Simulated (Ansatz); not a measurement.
YSe, relaxed from a PbO-type start to space group Pm-3m (read at 0.02 Å)

Computed with Ansatz (plane waves, PAW, 420 eV cutoff): PBEsol, scalar-relativistic, no spin polarisation, Γ-centred 6×6×10 mesh, 0.05 eV Gaussian smearing. The datasets are Ansatz's generated set soft_2.

```
Y Se
1.0
     4.94317    0.00000    0.00000
     0.00000    4.94317    0.00000
     0.00000    0.00000    3.50234
Y Se
2 2
Direct
  0.50000 0.00000 0.50000
  0.00000 0.50000 0.50000
  0.00000 0.00000 0.00000
  0.50000 0.50000 0.00000
```

The start was a prototype's sites filled with these elements. The Crystallography Open Database lists the compound in space group Fm-3m (rock salt), so this is a trial structure.

```yaml
Space_group: Pm-3m (No. 221) at a tolerance of 0.01 Å
Volume: 21.39 Å³/atom
Formation_energy_from_the_elements_0_K_uncorrected: -1.62 eV/atom
Pressure_derivative_B0′: 4.3
```

**Question.** Fill in the band gap (PBEsol).

**Answer.** zero (metallic).

**Question.** What does PBEsol give for the bulk modulus (Birch–Murnaghan)?

**Answer.** 87 GPa.

A formal count (Y³⁺, Se²⁻) leaves 1 electron a formula unit beyond the anions' closed shells. It goes into the bands above the anion p states, which fits the metal found.
